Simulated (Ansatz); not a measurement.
Phonons of PbO (zincblende structure)

Level of theory: DFT, PBEsol, scalar-relativistic, no spin polarisation; plane waves to 420 eV with PAW datasets (Ansatz 0.2.0), Gaussian smearing of 0.05 eV. The datasets are Ansatz's generated set soft_2.

```
Pb O
1.0
     0.00000    2.78618    2.78618
     2.78618    0.00000    2.78618
     2.78618    2.78618    0.00000
Pb O
1 1
Direct
  0.00000 0.00000 0.00000
  0.25000 0.25000 0.25000
```

The start was a prototype's sites filled with these elements. The Crystallography Open Database lists the compound in space groups Pbcm, P4/nmm, so this is a trial structure.

Force constants come from finite displacements in a 3×3×3 supercell (the unit cell's 12×12×12 k-mesh, folded to it); the long-range dipole term is included. Points in reciprocal vectors of this cell: Γ = (0.000, 0.000, 0.000), X = (-0.500, -0.500, 0.000), U = (-0.375, -0.375, 0.250), K = (-0.375, 0.000, 0.375), L = (0.000, 0.000, 0.500), W = (-0.500, -0.250, 0.250).

Frequencies at the named points (cm⁻¹, imaginary ones negative):
| point | ω (cm⁻¹) |
| --- | --- |
| Γ | 0 0 0 252 252 322 |
| X | -170 -170 90 90 120 347 |
| U | -134 -92 102 113 119 333 |
| K | -134 -92 102 113 119 333 |
| L | 32 32 121 212 212 305 |
| W | -155 -60 105 115 118 330 |

Q: Is the structure dynamically stable along this path, and where does the spectrum end?

A: No: a branch is imaginary, down to 170i cm⁻¹ at X. The highest frequency is 347 cm⁻¹, at X. Points that don't fit the supercell are interpolated.

Cost: 25 min on 4 threads of AMD EPYC 7571, with other jobs on the host, peak memory 6.8 GiB.

For elements this heavy, spin–orbit coupling would shift levels and gaps; it isn't included here.
